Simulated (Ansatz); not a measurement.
Data:

LaB6:
```xyz
7
Lattice="4.1546 0.0000 0.0000 0.0000 4.1546 0.0000 0.0000 0.0000 4.1546" Properties=species:S:1:pos:R:3 pbc="T T T"
La     0.0000     0.0000     0.0000
B      3.3244     2.0773     2.0773
B      0.8302     2.0773     2.0773
B      2.0773     3.3244     2.0773
B      2.0773     0.8302     2.0773
B      2.0773     2.0773     3.3244
B      2.0773     2.0773     0.8302
```

This is the PBE-relaxed structure.

All from DFT-PBE in the program Ansatz with PAW potentials, unless another level is named. Estimate the electronic character.

metallic (no gap).

What about the formation energy from the elements (no fitted shifts)?

-0.56 eV/atom.

Next, the gap with spin–orbit coupling?

none (metallic).

Space group Pm-3m. Symmetry was held in the PBE relaxation. The references are the lowest solids computed at this level, not always the standard phases. Spin–orbit coupling is left out wherever it is not named.

Potentials: the earlier of the program's two PAW sets.
